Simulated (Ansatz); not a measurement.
All numbers below come from DFT PBE, scalar-relativistic, plane waves, PAW in Ansatz 0.2.0. Plane waves to 420 eV, a 6×6×6 mesh through Γ for the 9-atom cell and 0.02 eV Gaussian smearing; no spin polarisation.

Formation energies are uncorrected and count from the elements' standard states at the same level.

Question: Propose a candidate for a trigonal semiconductor that holds S and 2 more elements, with a gap near 1.2 eV, a formation energy near −1.57 eV/atom and about 26 Å³ per atom, in a cell of 9 atoms.

Answer: Hf2ZrS6, space group R-3 (No. 148). Zr is surrounded by 6 S at 2.57 Å and 6 Hf at 3.66 Å; Hf has 6 S at 2.56 Å, 3 Zr at 3.66 Å and 3 Hf at 3.66 Å; around S lie 2 Hf at 2.56 Å and 1 Zr at 2.57 Å.

```xyz
9
Lattice="3.1721 1.8314 6.8247 -3.1721 1.8314 6.8247 0.0000 -3.6629 6.8247" Properties=species:S:1:pos:R:3 pbc="T T T"
Zr    0.0000    0.0000   10.2370
Hf    0.0000    0.0000    3.4124
Hf    0.0000    0.0000   17.0617
S    -2.1296    0.0000   11.6842
S     1.0648   -1.8443   11.6842
S     1.0648    1.8443   11.6842
S    -1.0648   -1.8443    8.7899
S    -1.0648    1.8443    8.7899
S     2.1296    0.0000    8.7899
```

The volume per atom is 26.4 Å³. The density is 4.5 g/cm³, the energy over the elements is −1.573 eV/atom and the gap on the 6×6×6 mesh of the 9-atom cell is 1.20 eV.

The cell was found from a structure generator's guess, not taken from experiment. Other answers may fit too; this one was computed.

No dispersion correction is applied, so the spacing and binding between layers, chains or molecules are poorly described. Spin–orbit coupling, which can matter for Hf, is left out. Kohn–Sham gaps at this level usually fall short of measured ones. The reference form of S is held partly by dispersion forces, which this level lacks. A later test with randomly moved atoms came back to the same energy, though modes that don't fit the test's cell weren't probed.
